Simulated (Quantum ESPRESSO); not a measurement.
## NGe6B (input and log of a self-consistent run)

A calculation, not a measurement. The program is pw.x of Quantum ESPRESSO 7.5 (plane-wave density functional theory). The cell is made up: 8 atoms on a zincblende/diamond lattice, with randomly drawn elements, strain and displacements, not relaxed. PseudoDojo standard norm-conserving files (v0.5 for PBE, v0.4.1 for LDA and PBEsol) set the functional; there is no spin polarisation, spin-orbit coupling or dispersion term, and the masses in the input are unused placeholders.

Input:

```
&control calculation='scf', pseudo_dir='./dojo.nc.sr.pbe.v0_5.standard.upf', outdir='./o', disk_io='medium', tprnfor=.true., tstress=.true. /
&system ibrav=0, nat=8, ntyp=3, nbnd=56, ecutwfc=84.00895049, nosym=.true., tot_charge=0,
 occupations='smearing', smearing='fd', degauss=0.0073498644
/
&electrons conv_thr=7.350e-09, electron_maxstep=60, /
ATOMIC_SPECIES
B 1.0 B.upf
Ge 1.0 Ge.upf
N 1.0 N.upf
CELL_PARAMETERS angstrom
5.93 0.0428 -0.0045
0.0428 5.8628 0.0027
-0.0045 0.0027 6.0861
ATOMIC_POSITIONS angstrom
N 0.012 -0.0428 0.0698
Ge 0.058 2.9807 3.0609
Ge 3.0307 0.041 2.9971
B 2.9698 3.0054 -0.014
Ge 1.4283 1.4743 1.4948
Ge 1.4472 4.4124 4.5506
Ge 4.4459 1.4934 4.5808
Ge 4.5472 4.4652 1.551
K_POINTS automatic
6 6 6 1 1 1
```

The log is shortened where brackets say so; the opening notice, blank lines, dates and the lines on written files are dropped, and the path of the files is cut. It prints rydbergs, bohrs and kilobars, and counts compression as positive stress.

```
     Program PWSCF v.7.5
     Parallel version (MPI & OpenMP), running on       1 processor cores
     Number of MPI processes:                 1
     Threads/MPI process:                     1
     [start-up lines left out]
     bravais-lattice index     =            0
     lattice parameter (alat)  =      11.2064  a.u.
     unit-cell volume          =    1427.8160 (a.u.)^3
     number of atoms/cell      =            8
     number of atomic types    =            3
     number of electrons       =        92.00
     number of Kohn-Sham states=           56
     kinetic-energy cutoff     =      84.0090  Ry
     charge density cutoff     =     336.0358  Ry
     scf convergence threshold =      7.3E-09
     mixing beta               =       0.7000
     number of iterations used =            8  plain     mixing
     Exchange-correlation= PBE
                           (   1   4   3   4   0   0   0)
     [axes and pseudopotential details left out]
   Cartesian axes
     site n.     atom                  positions (alat units)
         1        N      tau(   1) = (   0.0020236  -0.0072173   0.0117703  )
         2        Ge     tau(   2) = (   0.0097805   0.5026343   0.5161584  )
         3        Ge     tau(   3) = (   0.5110658   0.0069138   0.5053998  )
         4        B      tau(   4) = (   0.5007963   0.5067995  -0.0023608  )
         5        Ge     tau(   5) = (   0.2408537   0.2486107   0.2520676  )
         6        Ge     tau(   6) = (   0.2440408   0.7440614   0.7673660  )
         7        Ge     tau(   7) = (   0.7497104   0.2518315   0.7724586  )
         8        Ge     tau(   8) = (   0.7667926   0.7529650   0.2615445  )
     number of k points=   108  Fermi-Dirac smearing, width (Ry)=  0.0073
     Number of k-points >= 100: set verbosity='high' to print them.
     Dense  grid:   148585 G-vectors     FFT dimensions: (  72,  72,  72)
     Estimated max dynamical RAM per process >     216.03 MB
     Initial potential from superposition of free atoms
     starting charge      91.9948, renormalised to      92.0000
     Starting wfcs are   62 randomized atomic wfcs
     total cpu time spent up to now is       33.2 secs
     per-process dynamical memory:   131.8 Mb
     Self-consistent Calculation
     iteration #  1     ecut=    84.01 Ry     beta= 0.70
     Davidson diagonalization with overlap
     ethr =  1.00E-02,  avg # of iterations =  3.0
     Threshold (ethr) on eigenvalues was too large:
     Diagonalizing with lowered threshold
     Davidson diagonalization with overlap
     ethr =  8.91E-04,  avg # of iterations =  1.8
     total cpu time spent up to now is      200.4 secs
     total energy              =   -1097.43465432 Ry
     estimated scf accuracy    <       0.80755053 Ry
     iteration #  2     ecut=    84.01 Ry     beta= 0.70
     Davidson diagonalization with overlap
     ethr =  8.78E-04,  avg # of iterations =  7.9
     total cpu time spent up to now is      301.0 secs
     total energy              =   -1097.22201527 Ry
     estimated scf accuracy    <       7.47002047 Ry
     iteration #  3     ecut=    84.01 Ry     beta= 0.70
     Davidson diagonalization with overlap
     ethr =  8.78E-04,  avg # of iterations =  5.9
     total cpu time spent up to now is      412.2 secs
     total energy              =   -1097.92250470 Ry
     estimated scf accuracy    <       0.09508585 Ry
     iteration #  4     ecut=    84.01 Ry     beta= 0.70
     Davidson diagonalization with overlap
     ethr =  1.03E-04,  avg # of iterations =  5.6
     total cpu time spent up to now is      503.1 secs
     total energy              =   -1097.93443442 Ry
     estimated scf accuracy    <       0.03976610 Ry
     iteration #  5     ecut=    84.01 Ry     beta= 0.70
     Davidson diagonalization with overlap
     ethr =  4.32E-05,  avg # of iterations =  2.5
     total cpu time spent up to now is      586.3 secs
     total energy              =   -1097.94140947 Ry
     estimated scf accuracy    <       0.01251135 Ry
     [iterations 6 to 7 left out]
     iteration #  8     ecut=    84.01 Ry     beta= 0.70
     Davidson diagonalization with overlap
     ethr =  3.21E-08,  avg # of iterations =  5.2
     total cpu time spent up to now is      832.5 secs
     total energy              =   -1097.94258980 Ry
     estimated scf accuracy    <       0.00000960 Ry
     iteration #  9     ecut=    84.01 Ry     beta= 0.70
     Davidson diagonalization with overlap
     ethr =  1.04E-08,  avg # of iterations =  2.1
     total cpu time spent up to now is      910.4 secs
     total energy              =   -1097.94259183 Ry
     estimated scf accuracy    <       0.00000065 Ry
     iteration # 10     ecut=    84.01 Ry     beta= 0.70
     Davidson diagonalization with overlap
     ethr =  7.12E-10,  avg # of iterations =  3.5
     total cpu time spent up to now is      991.8 secs
     total energy              =   -1097.94259196 Ry
     estimated scf accuracy    <       0.00000007 Ry
     iteration # 11     ecut=    84.01 Ry     beta= 0.70
     Davidson diagonalization with overlap
     ethr =  7.72E-11,  avg # of iterations =  3.3
     total cpu time spent up to now is     1071.8 secs
     total energy              =   -1097.94259198 Ry
     estimated scf accuracy    <       0.00000003 Ry
     iteration # 12     ecut=    84.01 Ry     beta= 0.70
     Davidson diagonalization with overlap
     ethr =  2.79E-11,  avg # of iterations =  2.0
     total cpu time spent up to now is     1150.7 secs
     End of self-consistent calculation
     Number of k-points >= 100: set verbosity='high' to print the bands.
     the Fermi energy is     4.9838 ev
!    total energy              =   -1097.94259198 Ry
     estimated scf accuracy    <          1.4E-09 Ry
     smearing contrib. (-TS)   =      -0.00826464 Ry
     internal energy E=F+TS    =   -1097.93432734 Ry
     The total energy is F=E-TS. E is the sum of the following terms:
     one-electron contribution =    -672.18245684 Ry
     hartree contribution      =     385.02416162 Ry
     xc contribution           =    -268.89702635 Ry
     ewald contribution        =    -541.87900577 Ry
     convergence has been achieved in  12 iterations
     Forces acting on atoms (cartesian axes, Ry/au):
     atom    1 type  3   force =    -0.00241716    0.00509801   -0.00043807
     atom    2 type  2   force =    -0.01635576   -0.02053854    0.00037007
     atom    3 type  2   force =    -0.01975878    0.00268243    0.01104731
     atom    4 type  1   force =     0.00104530   -0.00466833   -0.00459612
     atom    5 type  2   force =     0.01874696   -0.00066171   -0.05528773
     atom    6 type  2   force =     0.03713336    0.00695767    0.06865493
     atom    7 type  2   force =    -0.00802916    0.01978187    0.05350552
     atom    8 type  2   force =    -0.01036477   -0.00865139   -0.07325592
     Total force =     0.140363     Total SCF correction =     0.000294
     Computing stress (Cartesian axis) and pressure
          total   stress  (Ry/bohr**3)                   (kbar)     P=     -110.66
  -0.00072657  -0.00005181   0.00002771         -106.88       -7.62        4.08
  -0.00005181  -0.00069436   0.00003706           -7.62     -102.14        5.45
   0.00002771   0.00003706  -0.00083572            4.08        5.45     -122.94
     init_run     :     31.36s CPU     33.20s WALL (       1 calls)
     electrons    :   1063.09s CPU   1117.46s WALL (       1 calls)
     forces       :     11.74s CPU     11.90s WALL (       1 calls)
     stress       :     44.14s CPU     44.46s WALL (       1 calls)
     [timing details left out]
     PWSCF        :  19m10.68s CPU  20m 8.19s WALL
     JOB DONE.
```

In other units: free energy -14938.270 eV for the cell, pressure -11.07 GPa, largest force component 1.883 eV/Å. A rerun of the same cell at another strain at 1437 eV and a 8 x 8 x 8 mesh moved values by no more than 0.003 eV in energy, 0.02 GPa in stress and 0.010 eV/Å in force.